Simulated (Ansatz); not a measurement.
# SnW₃ in the antiAuCu3 structure

The computed numbers are results of PBEsol, scalar-relativistic (no spin polarisation) in the plane-wave PAW code Ansatz at 420 eV, 8×8×8 k-mesh, Gaussian smearing of 0.05 eV; PAW files: Ansatz's generated set soft_2.

```
W Sn
1.0
     4.05135    0.00000    0.00000
     0.00000    4.05135    0.00000
     0.00000    0.00000    4.05135
W Sn
3 1
Cartesian
  0.0000 2.0257 2.0257
  2.0257 2.0257 0.0000
  2.0257 0.0000 2.0257
  0.0000 0.0000 0.0000
```

This is a trial structure made by placing the elements on a prototype's sites, so it needn't be the stable form.

The cell has space group Pm-3m (read at 0.01 Å). In it the stress is 0.03, 0.03, 0.03, 0.00, 0.00, 0.00 GPa and the largest force component 0.000 eV/Å. Each change below starts from this cell, without further relaxation. Stress is in GPa, positive in compression, in the order xx, yy, zz, yz, xz, xy; energies are counted from the cell above and are free energies with the smearing's entropy, which match forces and stress in a metal.

Task: What happens when atom 2 (W) is moved by 0.08 Å along y?

Result: The energy changes by 25.7 meV per cell, and the force on it along the shift is -0.648 eV/Å (−F/u = 8.10 eV/Å²). Stress: 0.51, 0.29, 0.31, 0.00, 0.00, 0.00.
| atom | Fx (eV/Å) | Fy | Fz |
| --- | --- | --- | --- |
| W1 | 0.000 | 0.050 | 0.000 |
| W2 | 0.000 | -0.648 | 0.000 |
| W3 | 0.000 | 0.017 | 0.000 |
| Sn4 | 0.000 | 0.581 | 0.000 |
In a harmonic crystal the energy would rise by −½F·u = ½ × 8.10 × 0.08² eV = 25.9 meV, which matches.

Task: What stress follows from an engineering strain of 2 % in yz, atoms carried along?

Result: 0.03, 0.22, 0.22, -1.59, 0.00, 0.00 GPa; the energy changes by 6.4 meV per cell.
The change of the stress over the strain gives a clamped-atom stiffness of about 79 GPa for this component.
In a harmonic crystal the energy would rise by V(½Cε² − σ₀ε), with σ₀ the stress of the unstrained cell, = 6.6 meV, which matches.

Scalar-relativistic only: spin–orbit splittings of the heavy atoms' levels are missing.
